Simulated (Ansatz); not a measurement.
# Na started on a Sr site and an O vacancy, 4.77 Å apart on the ideal sites in cubic perovskite SrTiO3, 39 atoms, charge +1

These are results of DFT, PBEsol, PAW, plane waves in Ansatz 0.2.0, not measurements.

Command:

```sh
ansatz run in.yaml --threads 2 --pin off --max-ram 20900MiB --runs-dir r --events-out ev --progress --plain --backend cuda --devices 0, --max-vram 18GiB
```

The input less its lattice and atoms:

```yaml
crystal:
  symmetry: { detect: false }
kpoints:
  mp_grid: { grid: [1, 1, 1], shift: [0.25, 0.25, 0.25] }
hamiltonian:
  xc: pbesol
total_charge: 1
scf:
  occupations: { method: fermi_dirac, width: 0.01 }
relax:
  f_tol: 0.03
  max_steps: 80
  escape_saddle: false
  adjacent_minimum: "off"
output:
  forces: true
  eigenvalues: true
  populations: true
  charged_corrections: { epsilon: 300 }
```

Start:

```
Sr Na Ti O
1.0
     7.78282    0.00000    0.00000
     0.00000    7.78282    0.00000
     0.00000    0.00000    7.78282
Sr Na Ti O
7 1 8 23
Direct
  0.99743 0.99665 0.00464
  0.99810 0.00272 0.49962
  0.99533 0.50304 0.99964
  0.00296 0.49471 0.50292
  0.49538 0.00069 0.00061
  0.50017 0.00255 0.50140
  0.50127 0.50143 0.00464
  0.50149 0.49693 0.49975
  0.24979 0.24880 0.24412
  0.25442 0.24949 0.75163
  0.25270 0.75059 0.24847
  0.25096 0.75047 0.74870
  0.74943 0.24800 0.24571
  0.75101 0.25099 0.75120
  0.75027 0.75144 0.25008
  0.75130 0.75339 0.74748
  0.24920 0.24713 0.49948
  0.25022 0.75124 0.00219
  0.24935 0.74753 0.50095
  0.75161 0.25044 0.99466
  0.74654 0.25002 0.50339
  0.75097 0.75184 0.99922
  0.75426 0.75008 0.49688
  0.00191 0.24940 0.25672
  0.99569 0.25077 0.75130
  0.00316 0.74579 0.24816
  0.00198 0.74759 0.74985
  0.49938 0.25127 0.25049
  0.49879 0.24533 0.74724
  0.49731 0.75297 0.25128
  0.50016 0.75489 0.75282
  0.25228 0.00555 0.25040
  0.25021 0.99677 0.75059
  0.25277 0.49851 0.25096
  0.24362 0.49832 0.74890
  0.74777 0.00030 0.24545
  0.74967 0.99500 0.74925
  0.75304 0.50284 0.24993
  0.75201 0.49785 0.74998
```

Steps:

| step | energy less the first (eV) | largest force component (eV/Å) |
| --- | --- | --- |
| start | 0.000 | 5.520 |
| 1 | -2.312 | 2.095 |
| 2 | -2.737 | 1.681 |
| 3 | -2.873 | 0.407 |
| 4 | -2.887 | 0.147 |
| 5 | -2.889 | 0.117 |
| 6 | -2.896 | 0.070 |
| 7 | -2.898 | 0.061 |
| 8 | -2.901 | 0.086 |
| 9 | -2.905 | 0.092 |
| 10 | -2.913 | 0.087 |
| 11 | -2.916 | 0.146 |
| 12 | -2.932 | 0.072 |
| 13 | -2.933 | 0.067 |
| 14 | -2.934 | 0.039 |
| 15 | -2.935 | 0.008 |

A structure on the way, about -2.90 eV from the start:

```
Sr Na Ti O
1.0
     7.78282    0.00000    0.00000
     0.00000    7.78282    0.00000
     0.00000    0.00000    7.78282
Sr Na Ti O
7 1 8 23
Direct
  0.99042 0.99025 0.99722
  0.99113 0.99133 0.49679
  0.98950 0.50780 0.99915
  0.98720 0.50636 0.49912
  0.50759 0.98958 0.99931
  0.50674 0.98693 0.49934
  0.50718 0.50726 0.00213
  0.51850 0.51783 0.50658
  0.25457 0.25371 0.26859
  0.25248 0.25145 0.73360
  0.24748 0.75015 0.24360
  0.25261 0.74481 0.74879
  0.75058 0.24747 0.24418
  0.74560 0.25319 0.74932
  0.74468 0.74470 0.25348
  0.74955 0.75015 0.74968
  0.25964 0.25581 0.50096
  0.25069 0.75701 0.00104
  0.24563 0.75036 0.50159
  0.75913 0.24954 0.00050
  0.74871 0.24596 0.50085
  0.74830 0.74847 0.00032
  0.75380 0.75266 0.50029
  0.00555 0.24683 0.24140
  0.00921 0.25175 0.76409
  0.99976 0.74848 0.25060
  0.00006 0.74929 0.75092
  0.49081 0.24456 0.21537
  0.49503 0.24920 0.77807
  0.49847 0.75083 0.25112
  0.49928 0.75295 0.74918
  0.24742 0.00536 0.23985
  0.25087 0.00936 0.76750
  0.24426 0.49073 0.21831
  0.24976 0.49474 0.77726
  0.74802 0.99947 0.25108
  0.75010 0.99973 0.74983
  0.75145 0.49815 0.25009
  0.75212 0.49911 0.74956
```

End:

```
Sr Na Ti O
1.0
     7.78282    0.00000    0.00000
     0.00000    7.78282    0.00000
     0.00000    0.00000    7.78282
Sr Na Ti O
7 1 8 23
Direct
  0.98875 0.98850 0.99611
  0.98898 0.98906 0.49738
  0.98723 0.50497 0.99811
  0.98230 0.50167 0.49756
  0.50489 0.98709 0.99826
  0.50204 0.98206 0.49758
  0.50658 0.50682 0.99939
  0.51182 0.51113 0.49314
  0.25060 0.25012 0.26882
  0.25004 0.24957 0.73224
  0.24581 0.74267 0.24126
  0.24630 0.73963 0.74700
  0.74263 0.24569 0.24116
  0.73967 0.24617 0.74697
  0.74319 0.74306 0.24941
  0.74293 0.74279 0.74531
  0.26541 0.26251 0.50085
  0.25306 0.76197 0.00229
  0.24900 0.74724 0.50310
  0.76386 0.25183 0.00227
  0.74581 0.24969 0.50305
  0.75109 0.75158 0.00248
  0.75572 0.75462 0.50188
  0.00923 0.25143 0.24538
  0.01101 0.25416 0.76034
  0.00242 0.75122 0.25276
  0.00289 0.75161 0.75281
  0.49420 0.24954 0.21605
  0.49635 0.25080 0.78485
  0.50084 0.75265 0.25273
  0.50153 0.75490 0.75236
  0.25276 0.00887 0.24351
  0.25370 0.01089 0.76263
  0.24884 0.49380 0.21750
  0.25135 0.49610 0.78362
  0.75043 0.00218 0.25364
  0.75223 0.00271 0.75191
  0.75391 0.50058 0.25179
  0.75450 0.50139 0.75321
```

Self-consistency was reached.

Time: 40 s of wall time on one NVIDIA H100 with 2 processor threads, on a host shared with other runs; peak host memory 1.4 GiB.

**Question.** How much energy did the relaxation gain, and which atom moved most?

**Answer.** 2.94 eV in 15 steps, from a start with small random displacements (the gain also holds any tilting of the ideal host); atom 29 (O) moved 0.30 Å, the median atom 0.10 Å (drift of the whole cell removed).

The one k point has no symmetry partners, which can distort the end along one axis.
